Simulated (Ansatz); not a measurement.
**Ti₄Mo: rattling a relaxed structure**

It was reached by relaxing an invented guess, and it needn't be the stable form of this composition.

Level of theory: DFT PBE, scalar-relativistic, plane waves, PAW (Ansatz). Cutoff 420 eV; k points 12×12×12 on the computed 5-atom cell (Γ-centred); Gaussian smearing, width 0.10 eV; no spin polarisation.

The cell below (5 atoms, space group R-3m (No. 166)) is relaxed within its symmetry.

```cif
data_structure
_symmetry_space_group_name_H-M 'P 1'
_symmetry_Int_Tables_number 1
_cell_length_a 5.3248
_cell_length_b 5.3248
_cell_length_c 5.3248
_cell_angle_alpha 50.948
_cell_angle_beta 50.948
_cell_angle_gamma 50.948
_cell_volume 83.97
loop_
_atom_site_label
_atom_site_type_symbol
_atom_site_fract_x
_atom_site_fract_y
_atom_site_fract_z
_atom_site_occupancy
Ti1 Ti 0.39776 0.39776 0.39776 1
Ti2 Ti 0.60224 0.60224 0.60224 1
Ti3 Ti 0.81925 0.81925 0.81925 1
Ti4 Ti 0.18075 0.18075 0.18075 1
Mo1 Mo 0.00000 0.00000 0.00000 1
```

For the test a repeat of it with 10 atoms (edges 4.58, 5.32, 7.93 Å) was strained at random (σ = 1.5 % a component), the atoms were moved at random (σ = 0.10 Å), and all was relaxed again on a coarse 6×6×4 mesh (in the run’s order of axes) with 0.20 eV smearing, with no symmetry imposed.

**Question.** What happens?

**Answer.** It returns, within 1 meV/atom of the unmoved cell on that mesh and with the same symmetry when read at 0.1 Å (C2/m at 0.01 Å, so small strains and shifts remain). No instability shows in this cell; modes of other wave vectors, which need another repeat, aren't tested.
